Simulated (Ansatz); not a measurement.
CdGaNO:
```cif
data_CdGaNO
_chemical_formula_sum 'Ga1 Cd1 O1 N1'
_space_group_name_H-M_alt 'P 1'
_space_group_IT_number 1
_cell_length_a 3.28143
_cell_length_b 3.28143
_cell_length_c 5.68384
_cell_angle_alpha 90.000
_cell_angle_beta 90.000
_cell_angle_gamma 120.000
loop_
_space_group_symop_operation_xyz
  'x, y, z'
loop_
_atom_site_label
_atom_site_type_symbol
_atom_site_fract_x
_atom_site_fract_y
_atom_site_fract_z
_atom_site_occupancy
Ga1 Ga 0.33333 0.66667 0.50213 1
Cd1 Cd 0.66667 0.33333 0.97974 1
O1 O 0.33333 0.66667 0.17087 1
N1 N 0.66667 0.33333 0.59725 1
```

Relaxed with PBEsol.

Problem. Give the optical modes at the zone centre with their infrared activity from DFPT, PBEsol (plane waves, PAW; program Ansatz).

Solution. Transverse frequencies, without the LO–TO term; a row sums one degenerate level.

```
ω (cm⁻¹)  degeneracy  IR ((D/Å)²/amu)  activity  symmetry
--------  ----------  ---------------  --------  --------
82                 2             0.06        IR         E
259                1             0.36        IR        A1
346                2            17.45        IR         E
483                1            20.43        IR        A1
514                2            26.34        IR         E
612                1             3.71        IR        A1
```

Problem. How high does the top mode go among those that the LO–TO term moves?

Solution. 601 cm⁻¹ for q along x, 601 cm⁻¹ for q along y, 655 cm⁻¹ for q along z.

Space group P3m1. The start of the workflow was typed in or built on a structure type; neither database checked (COD, Materials Project) lists it. Its standing as an ambient phase is unchecked. Symmetry was held in the PBEsol relaxation; its stability against distortions is not shown here.

Potentials: the earlier of the program's two PAW sets. The files were generated under PBE; for other functionals the program regenerates the frozen cores, and for LDA and PBEsol the local potential too.
